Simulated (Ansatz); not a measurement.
# How the vibrations of In2O change with volume

Level of theory: Ansatz, DFT PBE, scalar-relativistic, plane waves, PAW. Settings: 420 eV plane-wave cutoff, Γ-centred 12×12×4 mesh, Fermi-Dirac smearing of 0.15 eV. No spin polarisation. Phonons by linear response, acoustic sum rule imposed.

Equilibrium structure at this level:
```xyz
6
Lattice="3.4331 0.0000 0.0000 -1.7165 2.9731 0.0000 0.0000 0.0000 12.7039" Properties=species:S:1:pos:R:3 pbc="T T T"
In    0.0000    0.0000    4.8616
In    0.0000    0.0000    7.8423
In    1.7165    0.9910    1.4741
In    0.0000    1.9821   11.2298
O     1.7165    0.9910    3.9013
O     0.0000    1.9821    8.8026
```

The cell was built by swapping an element in a database structure (itself possibly hypothetical) and relaxing; it need not be the stable form of this composition. In a metal, frequencies depend on the k mesh and the smearing, soft modes most. A semilocal functional can close a gap that the real compound has.

Cells at 0.98 and 1.02 times the equilibrium volume were relaxed in shape and atoms; γ = −d ln ν / d ln V, modes matched by rank.

Question: Give the optical frequencies at Γ (cm⁻¹) at the three volumes and the mode Grüneisen parameters.

Answer:
```
0.98 V    V  1.02 V      γ  degeneracy
    26   26      25   0.91           2
    38   38      38  -0.43           2
    46   47      47  -0.66           2
    84   80      75   2.86           1
   102   97      92   2.51           1
   126  120     114   2.50           1
   302  292     283   1.66           1
   318  311     305   1.05           1
   337  333     329   0.61           2
   339  335     331   0.63           2
```

Question: What pressures hold the two strained cells, and what bulk modulus follows?

Answer: 0.89 GPa at 0.98 V and -0.79 GPa at 1.02 V, so B = −dP/d ln V ≈ 42 GPa.